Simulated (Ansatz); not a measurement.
Consider the following.

ZnSe:
```cif
data_SeZn
_chemical_formula_sum 'Zn1 Se1'
_space_group_name_H-M_alt 'P 1'
_space_group_IT_number 1
_cell_length_a 3.93671
_cell_length_b 3.93671
_cell_length_c 3.93671
_cell_angle_alpha 60.000
_cell_angle_beta 60.000
_cell_angle_gamma 60.000
loop_
_space_group_symop_operation_xyz
  'x, y, z'
loop_
_atom_site_label
_atom_site_type_symbol
_atom_site_fract_x
_atom_site_fract_y
_atom_site_fract_z
_atom_site_occupancy
Zn1 Zn 0.00000 0.00000 0.00000 1
Se1 Se 0.25000 0.25000 0.25000 1
```

This is the LDA-relaxed structure.

Q: All from DFT-LDA in the program Ansatz with PAW potentials, unless another level is named. Predict the Young's modulus.

A: 81.8 GPa.

Q: What about the highest zone-centre frequency (without LO–TO term)?

A: 218 cm⁻¹.

Q: What about the elastic constants (relaxed ions, GPa)?

A: C11 = 97.5, C12 = 58.8, C44 = 43.0.

Q: And the vibrational entropy at 300 K?

A: 35.6 J/(K·mol of atoms).

Q: Predict the zero-point energy.

A: 29.7 meV/atom.

Space group F-43m (zinc blende). Symmetry was held in the LDA relaxation; phonons on a q-mesh show no instability.

Potentials: the earlier of the program's two PAW sets.
